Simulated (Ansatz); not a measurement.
Consider the following.

LaN:
```cif
data_La4N4
_chemical_formula_sum 'N4 La4'
_space_group_name_H-M_alt 'F-43m'
_space_group_IT_number 216
_space_group_name_Hall 'F -4 2 3'
_cell_length_a 5.54659
_cell_length_b 5.54659
_cell_length_c 5.54659
_cell_angle_alpha 90.000
_cell_angle_beta 90.000
_cell_angle_gamma 90.000
loop_
_atom_site_label
_atom_site_type_symbol
_atom_site_symmetry_multiplicity
_atom_site_Wyckoff_symbol
_atom_site_fract_x
_atom_site_fract_y
_atom_site_fract_z
_atom_site_occupancy
N1 N 4 d 0.75000 0.75000 0.75000 1
La1 La 4 a 0.00000 0.00000 0.00000 1
```
(The calculation used a cell of 2 atoms; values per cell refer to that cell.)

This is the PBEsol-relaxed structure.

Q: All from DFT-PBEsol in the program Ansatz with PAW potentials, unless another level is named. Give the smallest direct gap on the standard path.

A: 2.22 eV.

Q: What about the hole effective mass with spin–orbit coupling?

A: 0.69, 1.00, 1.00 mₑ (principal values).

Q: And the band gap?

A: 1.07 eV (indirect).

Q: Next, the valence-band maximum?

A: at X.

The start of the workflow was typed in or built on a structure type; neither database checked (COD, Materials Project) lists it. COD files the formula under space group No. 225. Its standing as an ambient phase is unchecked. The cell was relaxed with PBEsol under the symmetry of its start; whether a distortion lowers the energy is not shown. Scalar-relativistic: spin–orbit coupling is off unless named, which matters more the heavier the elements.

Potentials: the earlier of the program's two PAW sets. The files were generated under PBE; for other functionals the program regenerates the frozen cores, and for LDA and PBEsol the local potential too.
